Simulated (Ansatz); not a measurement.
Relaxed Te (trigonal-Te type, space group P3_121):

```yaml
crystal:
  lattice:
    - [4.62355, 0.00000, 0.00000]
    - [-2.31177, 4.00411, 0.00000]
    - [0.00000, 0.00000, 5.90437]
  atoms:
    - { symbol: Te, position: [0.25344, 0.00000, 0.33333] }
    - { symbol: Te, position: [0.00000, 0.25344, 0.66667] }
    - { symbol: Te, position: [0.74656, 0.74656, 0.00000] }
```

Method: r2SCAN (plane waves to 500 eV, PAW, scalar-relativistic; Ansatz, a first-principles code). k mesh 7×7×5 (Γ-centred), Fermi-Dirac smearing 0.05 eV. As the smearing reaches across the gap at some points, energies and forces of such displacements shift with the k mesh and the smearing. Spin-orbit coupling is left out, though Te is heavy. Te was relaxed with its symmetry unable to fall. The PAW data are Ansatz's earlier set.

One atom of the cell was then moved (with its periodic images), all else fixed, and the forces (eV/Å) came out as:

```tsv
atom	Fx	Fy	Fz
Te1	0.011	-0.204	-0.486
Te2	0.277	0.399	0.884
Te3	-0.288	-0.196	-0.398
```

Which atom was moved, and by which vector (Å)?

Te2, by (-0.20, -0.20, -0.20), 0.34 Å in all.

(For displaced atoms, the force is minus the slope of the energy, and its curvature is a force constant, which sets phonon frequencies.)
